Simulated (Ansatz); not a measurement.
Ge:
```
CELL_PARAMETERS angstrom
      4.94438     2.85464     1.96958
     -4.94438     2.85464     1.96958
      0.00000    -5.70928     1.96958
ATOMIC_POSITIONS crystal
  Ge 0.71280 0.71280 0.71280
  Ge 0.28720 0.28720 0.28720
  Ge 0.02108 0.71716 0.52332
  Ge 0.97892 0.28284 0.47668
  Ge 0.52332 0.02108 0.71716
  Ge 0.47668 0.97892 0.28284
  Ge 0.71716 0.52332 0.02108
  Ge 0.28284 0.47668 0.97892
```

Relaxed with r²SCAN. Special points in fractions of this cell's reciprocal vectors: Γ (0.000, 0.000, 0.000); L (0.500, 0.000, 0.000); T (0.500, -0.500, 0.500); P0 (0.246, -0.754, 0.246); P2 (0.246, 0.246, 0.246); F (0.500, -0.500, 0.000).

Task: List the band energies nearest the Fermi level at these points for the program Ansatz at the r²SCAN level (PAW).

Result: In eV from the Fermi level; about four levels below and three above (degenerate sets whole), none deeper than 8.9 eV; points with the same levels are listed once.

```
k                           below           above
--  -----------------------------  --------------
Γ   -3.75 -3.75 -1.42 -1.42 -0.93  1.68 2.04 2.04
L         -1.59 -1.37 -1.02 -0.09  1.60 1.67 1.93
T         -2.94 -2.94 -2.62 -2.28  0.17 0.17 1.12
P0  -3.03 -3.03 -2.32 -2.32 -2.08  1.66 2.20 2.20
F         -2.37 -1.84 -1.69 -1.21  0.66 0.91 1.73
```

Space group R-3. The workflow started from a Materials Project entry (that database holds measured and hypothetical structures alike); the Crystallography Open Database copy checked does not list it. It is not the phase usual at ambient conditions (space group No. 227). The cell was relaxed with r²SCAN under the symmetry of its start; of distortions, only those at the zone centre were tested. Spin–orbit coupling is left out wherever it is not named.

Potentials: the earlier of the program's two PAW sets.
